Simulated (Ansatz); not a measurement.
# Is this Mo3W structure a true minimum?

The structure comes from a generated guess, relaxed at this level; another structure or a mixture of phases may lie lower.

The calculation used DFT PBE, scalar-relativistic, plane waves, PAW (Ansatz). Settings: cutoff 420 eV, Γ-centred mesh 10×10×14 on the computed 4-atom cell, Gaussian smearing of 0.10 eV; no spin polarisation.

The cell below (4 atoms, space group P4/mmm (No. 123)) is relaxed within its symmetry.

```
Mo W
1.0
     4.47830    0.00000    0.00000
     0.00000    4.47830    0.00000
     0.00000    0.00000    3.16700
Mo W
3 1
Direct
  0.00000 0.50000 0.00000
  0.00000 0.00000 0.50000
  0.50000 0.00000 0.00000
  0.50000 0.50000 0.50000
```

For the test a repeat of it with 8 atoms (edges 3.17, 4.48, 8.96 Å) was strained at random (σ = 1.5 % a component), the atoms were moved at random (σ = 0.10 Å), and all was relaxed again on a coarse 8×6×4 mesh (in the run’s order of axes) with 0.20 eV smearing, with no symmetry imposed.

Spin–orbit coupling, which can matter for W, is left out.

Problem. Does it come back?

Solution. It returns, within 1 meV/atom of the unmoved cell on that mesh and with the same symmetry when read at 0.1 Å. No instability shows in this cell; modes of other wave vectors, which need another repeat, aren't tested.
